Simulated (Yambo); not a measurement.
Yambo input for a free-standing SnS$_{2}$ bilayer (symmetry P-3m1, slab cell 27.3 Å high) (a = 3.6690 Å, b = 3.6690 Å, c = 27.3000 Å, α = 90.00°, β = 90.00°, γ = 120.00°), on norm-conserving PBE (stringent potentials; Quantum ESPRESSO, 102 Ry, without SOC) wavefunctions on a 18×18×1 mesh:

```
rim_cut
optics
chi
dipoles
kernel
RandQpts= 1000000
RandGvec= 2 Ry
CUTGeo= "slab z"
FFTGvecs= 30 Ry
Chimod= "HARTREE"
NGsBlkXd= 2 Ry
% QpntsRXd
 1 | 1 |
%
% BndsRnXd
 9 | 93 |
%
GrFnTpXd= "R"
% EnRngeXd
 0.0 | 20.0 | eV
%
% DmRngeXd
 0.2 | 0.2 | eV
%
CGrdSpXd= 50
ETStpsXd= 161
% LongDrXd
 1.0 | 0.0 | 0.0 |
%
```

First lines of the file o-*.alpha_q1_inv_rpa_dyson:

```
Polarizability  ( -<<X>> ) @ Q(1):   1.00000000     0.00000000     0.00000000    [q->0 direction]
#
# Polarizability units: length
#
# [ X ] Hartree size     :  125
# [GEN] GF Energies     : Perdew, Burke & Ernzerhof(X)+Perdew, Burke & Ernzerhof(C)
# [GEN] Green`s Function     : Retarded
#
# [GEN] Gauge     : Length
# [GEN] [r,Vnl] included     : yes
#
#    E[1] [eV]     Im(alpha)     Re(alpha)     Im(alpha_o)     Re(alpha_o)
#
     0.000000     0.144410E-7     12.48995     -0.35304E-18     14.16337
     0.125000     0.033360     12.50021     0.037399     14.17488
     0.250000     0.067281     12.53116     0.075406     14.20959
     0.375000     0.102358     12.58330     0.114667     14.26804
     0.500000     0.139261     12.65750     0.155905     14.35119
     0.625000     0.178786     12.75506     0.199975     14.46043
     0.750000     0.221927     12.87779     0.247941     14.59772
     0.875000     0.269993     13.02810     0.301196     14.76567
     1.000000     0.324797     13.20925     0.361655     14.96777
     1.125000     0.388998     13.42557     0.432104     15.20869
     1.250000     0.466765     13.68290     0.516877     15.49465
     1.375000     0.565180     13.98901     0.623269     15.83393
     1.500000     0.697368     14.35331     0.764670     16.23667
     1.625000     0.887589     14.78169     0.965685     16.70986
     1.750000     1.162830     15.26397     1.254348     17.24548
     1.875000     1.551629     15.79877     1.662792     17.84433
     2.000000     2.114937     16.33314     2.258459     18.45414
     2.125000     2.842861     16.76388     3.039499     18.96174
     2.250000     3.633234     17.04590     3.893546     19.31430
     2.375000     4.430569     17.20885     4.766749     19.54544
     2.500000     5.212341     17.29691     5.631103     19.69141
     2.625000     6.045538     17.35903     6.557800     19.80790
     2.750000     6.869239     17.15575     7.469134     19.62244
     2.875000     7.451580     16.94988     8.070214     19.45363
     3.000000     7.917868     16.79869     8.571583     19.44393
     3.125000     8.234943     16.84308     9.022412     19.64757
     3.250000     8.557966     17.26764     9.509390     20.21383
     3.375000     9.383029     18.17163     10.56896     21.27836
     3.500000     11.03440     18.94923     12.54578     22.18297
     3.625000     13.34075     19.17912     15.30089     22.47251
     3.750000     15.94559     18.30582     18.44460     21.41039
```
(The file goes on to the top of the energy range; α is in bohr.) Convergence of the RPA response with its 18×18×1 mesh was not tested.

Geometry relaxed with PBE+D3(BJ).
